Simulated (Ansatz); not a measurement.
These are results of DFT PBE, scalar-relativistic, plane waves, PAW, and for the lanthanide a 4f-in-core norm-conserving potential, in Ansatz, not measurements. All cells share a 660 eV cutoff and Γ-centred k meshes spaced at most about 0.3 Å⁻¹ (about 0.25 or finer for metals, 2π included). No spin polarisation in the final relaxations.

All energies are static (0 K, no zero-point motion).

Compare these two cells of RbPrSn, each relaxed at this level.

A.

```yaml
crystal:
  lattice:
    - [5.85934, 0.00000, 0.00000]
    - [-2.92967, 5.07434, 0.00000]
    - [0.00000, 0.00000, 3.58904]
  atoms:
    - { symbol: Rb, position: [0.33333, 0.66667, 0.50000] }
    - { symbol: Pr, position: [0.00000, 0.00000, 0.00000] }
    - { symbol: Sn, position: [0.66667, 0.33333, 0.50000] }
```

B.

```yaml
crystal:
  lattice:
    - [4.17499, 0.00000, 0.00000]
    - [0.00000, 4.83688, 0.00000]
    - [0.00000, 0.00000, 6.99012]
  atoms:
    - { symbol: Rb, position: [0.00000, 0.00000, 0.50000] }
    - { symbol: Pr, position: [0.00000, 0.50000, 0.00000] }
    - { symbol: Sn, position: [0.50000, 0.00000, 0.00000] }
```

Task: Which is lower in energy, and by how much?

Result: B is lower, by 280 meV/atom. A has space group P-6m2 (No. 187), 35.6 Å³/atom and no gap on its mesh; B has space group Pmmm (No. 47), 47.1 Å³/atom and no gap. Counting all near atoms (those within 1.25 times the shortest distance at each site; a plus sign parts nearer from farther groups), A has Rb 11, Pr 14, Sn 11 and B has Rb 10+2, Pr 4, Sn 4. The lower one is the more open, so pressure narrows the difference. In A, around Rb lie 3 Sn at 3.38 Å, 2 Rb at 3.59 Å and 6 Pr at 3.83 Å; Pr is surrounded by 2 Pr at 3.59 Å, 6 Rb at 3.83 Å and 6 Sn at 3.83 Å; around Sn lie 3 Rb at 3.38 Å, 2 Sn at 3.59 Å and 6 Pr at 3.83 Å. In B, around Rb lie 4 Sn at 4.07 Å, 2 Rb at 4.17 Å, 4 Pr at 4.25 Å and 2 Rb at 4.84 Å; around Pr lie 4 Sn at 3.19 Å, 2 Pr at 4.17 Å and 4 Rb at 4.25 Å; Sn is surrounded by 4 Pr at 3.19 Å and 4 Rb at 4.07 Å. Both come from invented guesses. A third cell relaxed alike, in P4/nmm, lies 59 meV/atom below the lower of the two.

Cells relaxed within their symmetry can be saddle points.

The lanthanide is trivalent by construction, without f bands, f moments or other valences.
